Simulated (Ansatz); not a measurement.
Input file for Ansatz (an electronic-structure program):

Ansatz 0.2 input:
```yaml
crystal:
  lattice:
    - [5.1195283641, 0.0, 0.0]
    - [0.0, 9.1671797508, 0.0]
    - [0.0, 0.0, 5.4391289798]
  atoms:
    - { symbol: Ti, position: [0.138066995, 0.1289044831, 0.9046326386] }
    - { symbol: Ti, position: [0.638066995, 0.3710955169, 0.0953673614] }
    - { symbol: Ti, position: [0.861933005, 0.6289044831, 0.5953673614] }
    - { symbol: Ti, position: [0.361933005, 0.8710955169, 0.4046326386] }
    - { symbol: Ti, position: [0.861933005, 0.8710955169, 0.0953673614] }
    - { symbol: Ti, position: [0.361933005, 0.6289044831, 0.9046326386] }
    - { symbol: Ti, position: [0.138066995, 0.3710955169, 0.4046326386] }
    - { symbol: Ti, position: [0.638066995, 0.1289044831, 0.5953673614] }
    - { symbol: O, position: [0.8157672354, 0.0102930203, 0.8515461945] }
    - { symbol: O, position: [0.3157672354, 0.4897069797, 0.1484538055] }
    - { symbol: O, position: [0.1842327646, 0.5102930203, 0.6484538055] }
    - { symbol: O, position: [0.6842327646, 0.9897069797, 0.3515461945] }
    - { symbol: O, position: [0.1842327646, 0.9897069797, 0.1484538055] }
    - { symbol: O, position: [0.6842327646, 0.5102930203, 0.8515461945] }
    - { symbol: O, position: [0.8157672354, 0.4897069797, 0.3515461945] }
    - { symbol: O, position: [0.3157672354, 0.0102930203, 0.6484538055] }
    - { symbol: O, position: [0.4646486206, 0.2299928546, 0.8908436199] }
    - { symbol: O, position: [0.9646486206, 0.2700071454, 0.1091563801] }
    - { symbol: O, position: [0.5353513794, 0.7299928546, 0.6091563801] }
    - { symbol: O, position: [0.0353513794, 0.7700071454, 0.3908436199] }
    - { symbol: O, position: [0.5353513794, 0.7700071454, 0.1091563801] }
    - { symbol: O, position: [0.0353513794, 0.7299928546, 0.8908436199] }
    - { symbol: O, position: [0.4646486206, 0.2700071454, 0.3908436199] }
    - { symbol: O, position: [0.9646486206, 0.2299928546, 0.6091563801] }
kpoints:
  mp_grid: { grid: [5, 3, 5] }
basis: { xc_grid: 2 }
hamiltonian:
  xc: pbesol
  pseudopotentials: { kind: paw }
scf:
  occupations: { method: fixed }
output:
  optics: { e_range: [0.0, 15.0], de: 0.05, sigma: 0.1, bands: { spectra_wanted_up_to: 12 eV } }
```

Output (shortened):

```
output.optics: the spectra are integrated over the Brillouin zone by k·p interpolation around the k-points, where levels, occupations, output.optics.sigma and …
Pseudopotential: Ti, paw, valence charge 12
Pseudopotential: O, paw, valence charge 6
Functional definition: PBEsol
Crystal: 24 atoms, lattice volume = 255.267 Å³
Basis set: ecut = 420 eV, 5017 PW (Γ), exchange–correlation on 72×128×80 points (8 copies of the dense FFT grid, shifted against one another)
Bands: 120, of which v1, the nominal top of the filled ones, is band 96 counted from 1 (95 counted from 0)
Symmetry: 8 space group operations
Space group: Pbca (ITA 61), of the structure as read, at distance tolerance 6.3e-5 Å
k-points: 18 of 75
SCF iter   1: F=—  HF=-28798.917971 eV  |F-HF|=—  |Δ(HF+E_count)|=         —  Δρ=1.87e-2  dr2=7.24e-1  ethr=1.77e-3  ⟨swp⟩=3.1  Hψ=7082  notcnv=0  defer=310
preconditioner: auto → Resta (q_TF=auto, 2.602 Å⁻¹)
SCF iter   2: F=—  HF=-28798.789325 eV  |F-HF|=—  |Δ(HF+E_count)|=   1.29e-1  Δρ=8.37e-3  dr2=1.59e-1  ethr=3.77e-4  ⟨swp⟩=2.0  Hψ=3673  notcnv=0  defer=368
SCF iter   3: F=—  HF=-28798.760914 eV  |F-HF|=—  |Δ(HF+E_count)|=   2.84e-2  Δρ=2.68e-3  dr2=1.31e-2  ethr=8.28e-5  ⟨swp⟩=2.0  Hψ=2800  notcnv=0  defer=374
SCF iter   4: F=—  HF=-28798.758478 eV  |F-HF|=—  |Δ(HF+E_count)|=   2.44e-3  Δρ=6.50e-4  dr2=7.38e-4  ethr=6.81e-6  ⟨swp⟩=2.0  Hψ=3066  notcnv=0  defer=395
SCF iter   5: F=—  HF=-28798.758672 eV  |F-HF|=—  |Δ(HF+E_count)|=   1.94e-4  Δρ=2.09e-4  dr2=1.12e-4  ethr=3.84e-7  ⟨swp⟩=2.6  Hψ=3177  notcnv=0  defer=285
SCF iter   6: F=—  HF=-28798.758656 eV  |F-HF|=—  |Δ(HF+E_count)|=   1.68e-5  Δρ=9.34e-5  dr2=1.89e-5  ethr=5.84e-8  ⟨swp⟩=2.0  Hψ=2933  notcnv=0  defer=282
SCF iter   7: F=—  HF=-28798.758684 eV  |F-HF|=—  |Δ(HF+E_count)|=   2.88e-5  Δρ=2.38e-5  dr2=1.56e-6  ethr=9.85e-9  ⟨swp⟩=2.0  Hψ=2908  notcnv=0  defer=282
SCF iter   8: F=—  HF=-28798.758834 eV  |F-HF|=—  |Δ(HF+E_count)|=   1.50e-4  Δρ=5.48e-6  dr2=1.05e-7  ethr=8.11e-10  ⟨swp⟩=2.0  Hψ=3067  notcnv=0  defer=282
SCF iter  13: F=-28798.758834 eV  HF=-28798.758834 eV  |F-HF|=7.28e-12  |Δ(HF+E_count)|=  1.46e-11  Δρ=1.91e-8  dr2=1.11e-12  ethr=1.00e-12  ⟨swp⟩=8.9  Hψ=6714  notcnv=0
SCF 1 converged in 13 iterations: F = -28798.758834 eV  dr2 = 1.11e-12
NSCF: frozen V_eff on 18 k-points
Optics k sum: 0 of 18 k-points
Optics k sum: 1 of 18 k-points
Optics k sum: 2 of 18 k-points
Optics k sum: 3 of 18 k-points
Optics k sum: 4 of 18 k-points
Optics k sum: 5 of 18 k-points
Optics k sum: 6 of 18 k-points
Optics k sum: 7 of 18 k-points
Optics k sum: 8 of 18 k-points
Optics k sum: 9 of 18 k-points
Optics k sum: 10 of 18 k-points
Optics k sum: 11 of 18 k-points
Optics k sum: 12 of 18 k-points
Optics k sum: 13 of 18 k-points
Optics k sum: 14 of 18 k-points
Optics k sum: 15 of 18 k-points
Optics k sum: 16 of 18 k-points
Optics k sum: 17 of 18 k-points
Optics k sum: 18 of 18 k-points
Optics k sum: 0 of 18 k-points
Optics k sum: 1 of 18 k-points
Optics k sum: 2 of 18 k-points
Optics k sum: 3 of 18 k-points
Optics k sum: 4 of 18 k-points
Optics k sum: 5 of 18 k-points
Optics k sum: 6 of 18 k-points
Optics k sum: 7 of 18 k-points
Optics k sum: 8 of 18 k-points
Optics k sum: 9 of 18 k-points
Optics k sum: 10 of 18 k-points
Optics k sum: 11 of 18 k-points
Optics k sum: 12 of 18 k-points
Optics k sum: 13 of 18 k-points
Optics k sum: 14 of 18 k-points
Optics k sum: 15 of 18 k-points
Optics k sum: 16 of 18 k-points
Optics k sum: 17 of 18 k-points
Optics k sum: 18 of 18 k-points
NSCF: frozen V_eff on 1 k-points
NSCF: frozen V_eff on 1 k-points
NSCF: frozen V_eff on 1 k-points
NSCF: frozen V_eff on 1 k-points
NSCF: frozen V_eff on 1 k-points
NSCF: frozen V_eff on 1 k-points
NSCF: frozen V_eff on 1 k-points
output.optics: what the bands over the 168 summed would add to eps1, eps2 and the energy-loss function is held between a lower and an upper bound (14 Lanczos …
SCF converged after 13 iterations
Free energy (F): -28798.758834 eV
Harris-Foulkes:  -28798.758834 eV  (|F-HF|=7.28e-12)
Internal energy: -28798.758834 eV  (E = F + TS)
E sigma→0 (E₀):  -28798.758834 eV
Fermi energy:    8.279949 eV
--- Per-component energies (eV) ---
  E_band       = -1643.828158
  E_kinetic    = 4979.329485
  E_local      = -12935.288892  (includes V_loc(G=0)·N_el)
  E_nonlocal   = 802.106289
  E_hartree    = 4945.470719
  E_xc         = -1948.145267
  E_vxc        = -2479.831927  (∫ρ·V_xc dr)
  E_paw        = -10596.143198  (= ΣΔE_a)
  E_vpaw       = -1901.124824  (= ΣTr[D̂ρ^β])
  E_aug_tail   = 0.040252  (compensation charges beyond the density's cutoff)
  E_ewald      = -14047.807904
  E_core_change = 1.679681  (= ΣΔE_core)
  E_smearing   =  0.000000  (= −TS)
  E_closure    =  0.000000  (closes the sum)
  Σ components = -28798.758834   (vs F -28798.758834, Δ=0.00e0)
  [band-id]    e_kinetic+e_local+e_nonlocal+2·e_hartree+e_vxc+e_vpaw+e_augmentation_tail = -1643.828179   (vs E_band -1643.828158, Δ=-2.09e-5)
--- Band table (eV; the first three rows and the last of 18) ---
  k-point 0: bands = ["-47.8371", "-47.8266", "-47.8119", "-47.8019", "-47.8017", "-47.8015", "-47.7809", "-47.7808", "-24.4399", "-24.4025", "-24.3959", "-24.3943", "-24.3732", "-24.3127", "-24.3060", "-24.2566", "-24.2384", "-24.2141", "-24.2114", …
  k-point 1: bands = ["-47.8350", "-47.8259", "-47.8150", "-47.8110", "-47.7980", "-47.7937", "-47.7823", "-47.7815", "-24.4376", "-24.4104", "-24.3981", "-24.3901", "-24.3691", "-24.3036", "-24.2927", "-24.2794", "-24.2275", "-24.2216", "-24.2205", …
  k-point 2: bands = ["-47.8292", "-47.8235", "-47.8207", "-47.8197", "-47.7918", "-47.7877", "-47.7861", "-47.7837", "-24.4298", "-24.4140", "-24.4091", "-24.4032", "-24.3246", "-24.3025", "-24.2986", "-24.2759", "-24.2530", "-24.2243", "-24.2214", …
  k-point 17: bands = ["-47.8198", "-47.8182", "-47.8161", "-47.8161", "-47.7950", "-47.7934", "-47.7919", "-47.7919", "-24.4201", "-24.4135", "-24.4091", "-24.4028", "-24.3387", "-24.3370", "-24.3297", "-24.3073", "-24.2259", "-24.2218", "-24.2197", …
```

Cost: roughly 20 core-minutes on shared cores.

Symmetry was held in the PBEsol relaxation. No spin polarisation was allowed.

Potentials: the later of the program's two PAW sets.

Ansatz is a plane-wave DFT program.
